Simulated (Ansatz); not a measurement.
Here is the system:

BN:
```
BN
1.0
    2.50607     0.00000     0.00000
   -1.25304     2.17032     0.00000
    0.00000     0.00000    13.76567
B N
4 4
Direct
  0.33333   0.66667   0.12031
  0.66667   0.33333   0.62031
  0.66667   0.33333   0.87969
  0.33333   0.66667   0.37969
  0.33333   0.66667   0.62040
  0.66667   0.33333   0.12040
  0.66667   0.33333   0.37960
  0.33333   0.66667   0.87960
```

This is the PBE+D3(BJ)-relaxed structure.

All from DFT-PBE+D3(BJ) in the program Ansatz with PAW potentials, unless another level is named. Give the band gap.

3.86 eV (indirect).

What about the hole effective mass?

0.62, 3.1, 5.3 mₑ (principal values).

What about the valence-band maximum?

on the K–Γ line, 5 % of the way from K.

Space group P6_3/mmc. A made-up cell: these elements were put on the sites of a structure type. Its sites differ from those of the usual phase in this space group: another stacking or structure type. The cell was relaxed with PBE+D3(BJ) under the symmetry of its start; phonons on a q-mesh show weakly imaginary modes. The volume moved by 57 % from the start of the relaxation.

Potentials: the later of the program's two PAW sets.
